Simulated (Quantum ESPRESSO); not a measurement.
# PGe6B: input and log of a self-consistent run

A calculation, not a measurement. The program is pw.x of Quantum ESPRESSO 7.5 (plane-wave density functional theory). The cell is made up: 8 atoms on a zincblende/diamond lattice, with randomly drawn elements, strain and displacements, not relaxed. PseudoDojo standard norm-conserving files (v0.5 for PBE, v0.4.1 for LDA and PBEsol) set the functional; there is no spin polarisation, spin-orbit coupling or dispersion term, and the masses in the input are unused placeholders.

Input:

```
&control calculation='scf', pseudo_dir='./dojo.nc.sr.pbe.v0_5.standard.upf', outdir='./o', disk_io='medium', tprnfor=.true., tstress=.true. /
&system ibrav=0, nat=8, ntyp=3, nbnd=56, ecutwfc=77.98206166, nosym=.true., tot_charge=0,
 occupations='smearing', smearing='fd', degauss=0.0073498644
/
&electrons conv_thr=7.350e-09, electron_maxstep=60, /
ATOMIC_SPECIES
B 1.0 B.upf
Ge 1.0 Ge.upf
P 1.0 P.upf
CELL_PARAMETERS angstrom
5.6637 0.0337 -0.0304
0.0337 5.7622 -0.0294
-0.0308 -0.0297 5.5736
ATOMIC_POSITIONS angstrom
P 0.1538 -0.0006 0.1446
Ge 0.0443 2.8492 2.7864
B 2.8159 -0.0847 2.707
Ge 2.5795 2.8573 -0.0473
Ge 1.2334 1.6045 1.267
Ge 1.3739 4.2548 4.2551
Ge 4.2251 1.3434 4.1715
Ge 4.2826 4.4746 1.4831
K_POINTS automatic
6 6 6 1 1 1
```

The log is shortened where brackets say so; the opening notice, blank lines, dates and the lines on written files are dropped, and the path of the files is cut. It prints rydbergs, bohrs and kilobars, and counts compression as positive stress.

```
     Program PWSCF v.7.5
     Parallel version (MPI & OpenMP), running on       1 processor cores
     Number of MPI processes:                 1
     Threads/MPI process:                     1
     [start-up lines left out]
     bravais-lattice index     =            0
     lattice parameter (alat)  =      10.7032  a.u.
     unit-cell volume          =    1227.3864 (a.u.)^3
     number of atoms/cell      =            8
     number of atomic types    =            3
     number of electrons       =        92.00
     number of Kohn-Sham states=           56
     kinetic-energy cutoff     =      77.9821  Ry
     charge density cutoff     =     311.9282  Ry
     scf convergence threshold =      7.3E-09
     mixing beta               =       0.7000
     number of iterations used =            8  plain     mixing
     Exchange-correlation= PBE
                           (   1   4   3   4   0   0   0)
     [axes and pseudopotential details left out]
   Cartesian axes
     site n.     atom                  positions (alat units)
         1        P      tau(   1) = (   0.0271545  -0.0001059   0.0255302  )
         2        Ge     tau(   2) = (   0.0078215   0.5030472   0.4919594  )
         3        B      tau(   3) = (   0.4971679  -0.0149544   0.4779408  )
         4        Ge     tau(   4) = (   0.4554297   0.5044773  -0.0083512  )
         5        Ge     tau(   5) = (   0.2177658   0.2832863   0.2236982  )
         6        Ge     tau(   6) = (   0.2425722   0.7512162   0.7512692  )
         7        Ge     tau(   7) = (   0.7459725   0.2371872   0.7365090  )
         8        Ge     tau(   8) = (   0.7561245   0.7900235   0.2618522  )
     number of k points=   108  Fermi-Dirac smearing, width (Ry)=  0.0073
     Number of k-points >= 100: set verbosity='high' to print them.
     Dense  grid:   114199 G-vectors     FFT dimensions: (  64,  64,  60)
     Estimated max dynamical RAM per process >     166.44 MB
     Initial potential from superposition of free atoms
     starting charge      91.9947, renormalised to      92.0000
     Starting wfcs are   62 randomized atomic wfcs
     total cpu time spent up to now is       67.3 secs
     per-process dynamical memory:   101.8 Mb
     Self-consistent Calculation
     iteration #  1     ecut=    77.98 Ry     beta= 0.70
     Davidson diagonalization with overlap
     ethr =  1.00E-02,  avg # of iterations =  3.0
     Threshold (ethr) on eigenvalues was too large:
     Diagonalizing with lowered threshold
     Davidson diagonalization with overlap
     ethr =  2.79E-04,  avg # of iterations =  6.1
     total cpu time spent up to now is      452.4 secs
     total energy              =   -1091.20933092 Ry
     estimated scf accuracy    <       0.26380778 Ry
     iteration #  2     ecut=    77.98 Ry     beta= 0.70
     Davidson diagonalization with overlap
     ethr =  2.87E-04,  avg # of iterations =  6.7
     total cpu time spent up to now is      629.1 secs
     total energy              =   -1091.18659163 Ry
     estimated scf accuracy    <       0.55283382 Ry
     iteration #  3     ecut=    77.98 Ry     beta= 0.70
     Davidson diagonalization with overlap
     ethr =  2.87E-04,  avg # of iterations =  4.2
     total cpu time spent up to now is      808.0 secs
     total energy              =   -1091.29404551 Ry
     estimated scf accuracy    <       0.02733826 Ry
     iteration #  4     ecut=    77.98 Ry     beta= 0.70
     Davidson diagonalization with overlap
     ethr =  2.97E-05,  avg # of iterations =  5.5
     total cpu time spent up to now is      964.9 secs
     total energy              =   -1091.29854857 Ry
     estimated scf accuracy    <       0.00649356 Ry
     iteration #  5     ecut=    77.98 Ry     beta= 0.70
     Davidson diagonalization with overlap
     ethr =  7.06E-06,  avg # of iterations =  4.4
     total cpu time spent up to now is     1149.6 secs
     total energy              =   -1091.29993088 Ry
     estimated scf accuracy    <       0.00067132 Ry
     iteration #  6     ecut=    77.98 Ry     beta= 0.70
     Davidson diagonalization with overlap
     ethr =  7.30E-07,  avg # of iterations =  3.1
     total cpu time spent up to now is     1310.3 secs
     total energy              =   -1091.30007522 Ry
     estimated scf accuracy    <       0.00001994 Ry
     iteration #  7     ecut=    77.98 Ry     beta= 0.70
     Davidson diagonalization with overlap
     ethr =  2.17E-08,  avg # of iterations =  4.7
     total cpu time spent up to now is     1494.9 secs
     total energy              =   -1091.30008202 Ry
     estimated scf accuracy    <       0.00000518 Ry
     iteration #  8     ecut=    77.98 Ry     beta= 0.70
     Davidson diagonalization with overlap
     ethr =  5.63E-09,  avg # of iterations =  2.0
     total cpu time spent up to now is     1660.7 secs
     total energy              =   -1091.30008278 Ry
     estimated scf accuracy    <       0.00000093 Ry
     iteration #  9     ecut=    77.98 Ry     beta= 0.70
     Davidson diagonalization with overlap
     ethr =  1.01E-09,  avg # of iterations =  2.7
     total cpu time spent up to now is     1839.0 secs
     total energy              =   -1091.30008295 Ry
     estimated scf accuracy    <       0.00000005 Ry
     iteration # 10     ecut=    77.98 Ry     beta= 0.70
     Davidson diagonalization with overlap
     ethr =  5.01E-11,  avg # of iterations =  4.3
     total cpu time spent up to now is     2035.1 secs
     total energy              =   -1091.30008297 Ry
     estimated scf accuracy    <       0.00000001 Ry
     iteration # 11     ecut=    77.98 Ry     beta= 0.70
     Davidson diagonalization with overlap
     ethr =  1.51E-11,  avg # of iterations =  2.2
     total cpu time spent up to now is     2141.5 secs
     End of self-consistent calculation
     Number of k-points >= 100: set verbosity='high' to print the bands.
     the Fermi energy is     7.8212 ev
!    total energy              =   -1091.30008297 Ry
     estimated scf accuracy    <          3.4E-09 Ry
     smearing contrib. (-TS)   =      -0.00265017 Ry
     internal energy E=F+TS    =   -1091.29743280 Ry
     The total energy is F=E-TS. E is the sum of the following terms:
     one-electron contribution =    -626.81772756 Ry
     hartree contribution      =     369.40277235 Ry
     xc contribution           =    -267.97730417 Ry
     ewald contribution        =    -565.90517343 Ry
     convergence has been achieved in  11 iterations
     Forces acting on atoms (cartesian axes, Ry/au):
     atom    1 type  3   force =    -0.08030485   -0.02345055   -0.03826100
     atom    2 type  2   force =    -0.07176594    0.01899944    0.04583482
     atom    3 type  1   force =     0.00721606    0.02154786    0.02694552
     atom    4 type  2   force =     0.15304901   -0.00158924    0.01451648
     atom    5 type  2   force =     0.07805947   -0.09136008    0.08370463
     atom    6 type  2   force =     0.02864128    0.10313538   -0.10388364
     atom    7 type  2   force =    -0.04863814   -0.03095931   -0.03919746
     atom    8 type  2   force =    -0.06625689    0.00367650    0.01034065
     Total force =     0.306628     Total SCF correction =     0.000249
     Computing stress (Cartesian axis) and pressure
          total   stress  (Ry/bohr**3)                   (kbar)     P=      -10.75
  -0.00013325  -0.00002516   0.00001196          -19.60       -3.70        1.76
  -0.00002516  -0.00008647  -0.00001662           -3.70      -12.72       -2.44
   0.00001196  -0.00001662   0.00000054            1.76       -2.44        0.08
     init_run     :     61.99s CPU     67.20s WALL (       1 calls)
     electrons    :   1957.00s CPU   2074.20s WALL (       1 calls)
     forces       :     13.24s CPU     13.42s WALL (       1 calls)
     stress       :     53.98s CPU     54.22s WALL (       1 calls)
     [timing details left out]
     PWSCF        :  34m46.60s CPU  36m52.05s WALL
     JOB DONE.
```

In other units: free energy -14847.894 eV for the cell, pressure -1.07 GPa, largest force component 3.935 eV/Å. A rerun of the same cell at another strain at 1347 eV and a 8 x 8 x 8 mesh moved values by no more than 0.004 eV in energy, 0.04 GPa in stress and 0.006 eV/Å in force.